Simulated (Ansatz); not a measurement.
KZnF3:
```xyz
5
Lattice="4.1276 0.0000 0.0000 0.0000 4.1276 0.0000 0.0000 0.0000 4.1276" Properties=species:S:1:pos:R:3 pbc="T T T"
K      0.0000     0.0000     0.0000
Zn     2.0638     2.0638     2.0638
F      2.0638     2.0638     0.0000
F      0.0000     2.0638     2.0638
F      2.0638     0.0000     2.0638
```

Relaxed with PBE. Special points in fractions of this cell's reciprocal vectors: Γ (0.000, 0.000, 0.000); X (0.000, 0.500, 0.000); M (0.500, 0.500, 0.000); R (0.500, 0.500, 0.500).

Task: List the band energies nearest the valence-band maximum at these points for PBE in the plane-wave PAW code Ansatz.

Result: In eV from the valence-band maximum; about four levels below and three above (degenerate sets whole), none deeper than 8.9 eV; points with the same levels are listed once.

```json
[
 {"k": "Γ", "below": "-1.68 -1.68 -1.68 -1.51 -1.51 -1.51", "above": "3.71 8.96 8.96"},
 {"k": "X", "below": "-1.65 -1.65 -1.56 -1.45 -1.45", "above": "6.34 8.29 9.84"},
 {"k": "M", "below": "-1.54 -1.54 -1.17 0.00", "above": "7.84 10.02 10.02"},
 {"k": "R", "below": "-1.15 -1.15 -1.15 0.00 0.00", "above": "8.54 8.54 8.54"}
]
```

Space group Pm-3m (cubic perovskite). The PBE relaxation kept the symmetry of its start.

Potentials: the later of the program's two PAW sets.
